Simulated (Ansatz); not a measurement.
### Question
Hf (diamond, space group No. 227) is relaxed with the program Ansatz at the r²SCAN level (PAW). What lattice parameters of the conventional cell result?

### Answer
a = 6.458 Å.

Space group Fd-3m (diamond). The start of the workflow was typed in or built on a structure type; neither database checked (COD, Materials Project) lists it. It is not the phase usual at ambient conditions (space group No. 194). Symmetry was held in the r²SCAN relaxation; whether a distortion lowers the energy is not shown. The run is not spin-polarised. Spin–orbit coupling is left out wherever it is not named.

Potentials: the earlier of the program's two PAW sets.
